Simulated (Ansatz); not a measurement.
Consider the following.

Mg4Te3S:
```
CELL_PARAMETERS angstrom
      4.36588     0.00000     0.00000
      0.00000     8.79606     0.00000
      0.00000     0.00000     6.09964
ATOMIC_POSITIONS crystal
  Mg 0.00000 0.27376 0.98141
  Mg 0.00000 0.72624 0.98141
  Mg 0.50000 0.00000 0.48424
  Mg 0.50000 0.50000 0.54769
  Te 0.50000 0.26487 0.25128
  Te 0.50000 0.73513 0.25128
  Te 0.00000 0.00000 0.75541
  S  0.00000 0.50000 0.74728
```

This is the LDA-relaxed structure. Cartesian axes are those of the cell as given.

**Question.** All from plane-wave PAW LDA (Ansatz code), unless another level is named. Give the highest zone-centre frequency (without LO–TO term).

**Answer.** 9.80 THz.

**Question.** And the Poisson's ratio?

**Answer.** 0.36.

**Question.** Next, the piezoelectric stress constants (proper, relaxed ions, C/m²)?

**Answer.** e15 = 0.18, e24 = -0.19, e31 = 0.19, e32 = -0.20.

Space group Pmm2. The workflow started from a Materials Project entry (that database holds measured and hypothetical structures alike); the Crystallography Open Database copy checked does not list it. Whether it is the stable phase at ambient conditions was not checked. Symmetry was held in the LDA relaxation; of distortions, only those at the zone centre were tested. Spin–orbit coupling is left out wherever it is not named.

Potentials: the later of the program's two PAW sets.
